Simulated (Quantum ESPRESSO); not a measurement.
## CuTaVAl5 (a guest atom moved from site to site)

A calculation, not a measurement. The program is pw.x of Quantum ESPRESSO 7.5 (plane-wave density functional theory). The cell is made up: eight metal atoms on a hexagonal close-packed lattice, with elements, volume, strain and displacements drawn at random and not relaxed, so it may be unstable or far from any real phase. PseudoDojo standard norm-conserving files set the functional (PBE unless stated); there is no spin polarisation or spin-orbit coupling, the Fermi-Dirac width of 0.25 eV means electrons at about 2900 K, and the masses in the input are unused placeholders. The copper pseudopotential is less sure than most, with forces differing by about three percent and pressure by about two GPa from a second method on plain copper. Heavy elements are run without spin-orbit coupling, which real alloys of them have. A spin test at this wide smearing found no moment, but such smearing suppresses magnetism that the real alloy may have.

The runs move one Cu atom among sites that otherwise hold Al. Cell, positions, cutoff, mesh and smearing stay as in the input of run 1; sites are counted in its order. Stress in the tables is positive in tension.

Input of run 1:

```
&control calculation='scf', pseudo_dir='./dojo.nc.sr.pbe.v0_5.standard.upf', outdir='./o', disk_io='minimal', tprnfor=.true., tstress=.true. /
&system ibrav=0, nat=8, ntyp=4, nbnd=40, ecutwfc=92.02030273, nosym=.true., tot_charge=0,
 occupations='smearing', smearing='fd', degauss=0.0183746611
/
&electrons conv_thr=1.470e-08, electron_maxstep=70, mixing_beta=0.5 /
ATOMIC_SPECIES
Al 1.0 Al.upf
Cu 1.0 Cu.upf
Ta 1.0 Ta.upf
V 1.0 V.upf
CELL_PARAMETERS angstrom
-2.7251 0.0032 0.0211
0.0353 -0.0431 -4.6122
0.0113 -9.6111 -0.0893
ATOMIC_POSITIONS angstrom
Cu 0.0444 -0.1362 0.0057
Ta -0.1329 -4.8818 0.0721
V 0.1477 -3.2945 -2.3867
Al -0.0655 -8.0823 -2.4249
Al -1.326 -2.4592 -0.0474
Al -1.4333 -7.2322 -0.0005
Al -1.3307 -0.7658 -2.1349
Al -1.3087 -5.7186 -2.2297
K_POINTS automatic
10 6 3 1 1 1
```

| run | elements on sites 1 to 8 | free energy less that of run 1 (eV) | -TS (eV) | pressure (GPa) | stress xx (GPa) | stress yy (GPa) | stress zz (GPa) | stress yz (GPa) | stress xz (GPa) | stress xy (GPa) | iterations |
| --- | --- | --- | --- | --- | --- | --- | --- | --- | --- | --- | --- |
| 1 | Cu Ta V Al Al Al Al Al | 0.000 | -0.912 | 4.02 | -5.80 | -3.60 | -2.66 | 1.22 | -0.50 | -1.51 | 20 |
| 2 | Al Ta V Al Cu Al Al Al | 0.713 | -1.033 | 4.87 | -6.66 | -2.41 | -5.56 | -0.11 | -0.68 | -1.02 | 19 |
| 3 | Al Ta V Al Al Cu Al Al | 0.376 | -0.969 | 4.66 | -7.44 | -4.00 | -2.53 | -0.22 | -0.56 | -1.22 | 21 |
| 4 | Al Ta V Al Al Al Cu Al | 0.272 | -0.971 | 4.51 | -6.81 | -5.05 | -1.67 | 0.13 | -0.56 | -1.24 | 18 |
| 5 | Al Ta V Al Al Al Al Cu | 0.687 | -1.016 | 4.62 | -6.71 | -3.66 | -3.49 | 0.44 | -0.68 | -1.00 | 19 |

Forces Fx Fy Fz (eV/Å):

| site | run 1 | run 2 | run 3 | run 4 | run 5 |
| --- | --- | --- | --- | --- | --- |
| 1 | -0.01 0.44 0.27 | -0.06 -0.04 0.76 | -0.03 1.19 0.77 | 0.00 0.40 0.28 | -0.04 0.84 0.77 |
| 2 | 0.25 0.80 -0.33 | 0.21 1.23 -0.36 | 0.30 0.75 -0.37 | 0.23 0.99 -0.34 | 0.17 0.72 -0.33 |
| 3 | 0.21 0.10 0.48 | 0.18 0.03 0.43 | 0.27 -0.12 0.45 | 0.16 -0.17 0.41 | 0.19 0.03 0.46 |
| 4 | 0.29 -0.36 0.37 | 0.26 -0.18 0.39 | 0.22 0.19 0.02 | 0.21 -0.88 0.42 | 0.22 0.63 0.40 |
| 5 | -0.08 0.55 0.21 | -0.04 0.47 0.01 | -0.08 -0.27 0.17 | -0.06 0.08 -0.08 | -0.09 -0.35 0.20 |
| 6 | -0.20 -1.02 -0.29 | -0.18 -0.51 -0.27 | -0.17 -0.60 -0.07 | -0.19 -0.54 -0.25 | -0.19 -0.28 -0.44 |
| 7 | 0.01 -1.03 -0.59 | 0.08 -1.68 -0.84 | 0.03 -1.32 -1.03 | 0.11 -0.39 -0.32 | 0.03 -1.35 -1.05 |
| 8 | -0.46 0.52 -0.11 | -0.45 0.68 -0.12 | -0.54 0.19 0.06 | -0.46 0.52 -0.12 | -0.29 -0.25 -0.02 |

The sites are displaced and not relaxed, so the energy differences hold strain from misfit and are not ordering energies. A rerun of one cell of this series at a higher cutoff and on a denser mesh moved values by no more than 0.005 eV in energy, 0.13 GPa in stress and 0.014 eV/Å in force, and a second program with other atomic files agreed on that cell to 2 % rms in force and 0.5 GPa in pressure.